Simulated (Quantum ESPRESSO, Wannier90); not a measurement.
Wannier functions of InSb (zinc blende)

```
begin unit_cell_cart
ang
    0.0000000000    3.3166100000    3.3166100000
    3.3166100000    0.0000000000    3.3166100000
    3.3166100000    3.3166100000    0.0000000000
end unit_cell_cart
begin atoms_frac
In   0.0000000000  0.0000000000  0.0000000000
Sb  -0.2500000000 -0.2500000000 -0.2500000000
end atoms_frac
```

Cell from Materials Project (mp-20012), symmetrised, no further relaxation. COD (Crystallography Open Database) has an entry of this formula and space group (matched by these alone). Level: PBEsol, no spin polarisation, no spin-orbit coupling; pw.x of Quantum ESPRESSO at 64 Ry with PseudoDojo potentials, 8×8×8 k-points, Wannier90. Density: 8×8×8 mesh, Gaussian smearing 0.01 Ry. Spin-orbit coupling is left out although heavy elements are present.

Functional, cutoff and mesh named above are those of the base row (PBEsol); the first column says what each row takes instead. Model: 8 functions from bands 11-25, start hydrogen-like In: s;p; Sb: s;p, disentangled but not localised (num_iter = 0), frozen window tied to the conduction edge or Fermi level of each row, as listed, which moves Ω_I and hoppings a little by itself. Energies are relative to the Fermi level; the misfit is to pw.x on a path, for states up to 1.0 eV relative to the Fermi level. The functional changes, each with its own PseudoDojo files and their cutoffs, on the same cell. The disentangled Ω_I can sit in another minimum from row to row.

| functional | frozen to (eV) | Ω_I (Å²) | rms misfit (meV) | bottom of band 11 (eV) | on-site In1 pz minus In1 s (eV) | hopping modulus Sb2 s – In1 s, R = 0 0 0 (eV) | hopping modulus In1 px – Sb2 py, R = 0 1 0 (eV) | hopping modulus In1 s – Sb2 pz, R = 0 0 1 (eV) |
|---|---|---|---|---|---|---|---|---|
| LDA | 1.50 | 14.68 | 3.9 | -10.43 | 5.77 | 1.070 | 1.063 | 1.021 |
| PBE | 1.50 | 14.75 | 3.8 | -10.35 | 5.69 | 1.090 | 1.066 | 1.027 |
| PBEsol | 1.50 | 14.86 | 4.3 | -10.38 | 5.68 | 1.084 | 1.065 | 1.026 |
